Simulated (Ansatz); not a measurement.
ZnAgF3 (cubic perovskite, Pm-3m), LDA in the plane-wave PAW code Ansatz. The conduction-band minimum lies at Γ, with 1 equivalent valley. Second derivatives d²E/dk² of the lowest band at one valley (eV·Å²), along Cartesian directions:

```tsv
direction	d²E/dk²
[100]	19.20
[010]	19.20
[001]	19.20
[110]	19.20
[101]	19.20
[011]	19.20
```

Question: Find the principal effective masses, the density-of-states mass and the conductivity mass.

Answer: Off-diagonal terms follow from H_xy = H[110] − (H_xx + H_yy)/2, and m*/mₑ = 7.620 eV·Å² over each eigenvalue: 0.40, 0.40, 0.40. One valley's DOS mass (m₁m₂m₃)^(1/3) = 0.40, conductivity mass 3/(Σ 1/mᵢ) = 0.40 mₑ.

Question: What effective density of states Nc follows at 300 K for parabolic valleys?

Answer: Nc = 2.509e19 × 1 × (0.40)^(3/2) ≈ 6.3e18 cm⁻³.

The workflow started from an entry of the Crystallography Open Database (COD). Its standing as an ambient phase is unchecked. The cell was relaxed with LDA under the symmetry of its start; its stability against distortions is not shown here. No spin polarisation was allowed. Scalar-relativistic: spin–orbit coupling is off unless named, which matters more the heavier the elements.

Potentials: the later of the program's two PAW sets.

Edges and masses are those of Kohn–Sham bands, whose gap is no quasiparticle gap.
